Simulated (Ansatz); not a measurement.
Starting cell, NaF (rock salt):

```xyz
2
Lattice="0.0000 2.3508 2.3508 2.3508 0.0000 2.3508 2.3508 2.3508 0.0000" Properties=species:S:1:pos:R:3 pbc="T T T"
F      0.0000     0.0000     0.0000
Na     2.3508     2.3508     2.3508
```

In this cell atom 1 (F, nearest neighbour Na at 2.351 Å; its periodic images, 3.3 Å or more away, move with it) is moved by s towards the nearest neighbour, unit vector (-1.000, 0.000, 0.000); all other atoms and the cell stay fixed.

Computed with PBE (plane waves to 420 eV, PAW, scalar-relativistic; Ansatz, an electronic-structure program). k mesh 10×10×10 (Γ-centred), Fermi-Dirac smearing 0.05 eV. E stands for the smeared free energy. NaF was relaxed with its symmetry unable to fall. The relaxed volume of NaF is well above the measured one; the method has no dispersion term. The zero of ΔE is the undisplaced structure.

**Question.** Estimate the ΔE (eV/cell) for s (Å) = -0.240, -0.192, -0.144, 0.048, 0.096, 0.144, 0.192, 0.240.

**Answer.** 
| s (Å) | ΔE (eV/cell) |
|---|---|
| -0.240 | 0.0655 |
| -0.192 | 0.0395 |
| -0.144 | 0.0212 |
| 0.048 | 0.0022 |
| 0.096 | 0.0091 |
| 0.144 | 0.0212 |
| 0.192 | 0.0395 |
| 0.240 | 0.0655 |

(A displaced cell: forces are minus the slopes of the energy, force constants its curvatures, and phonons follow from these.)
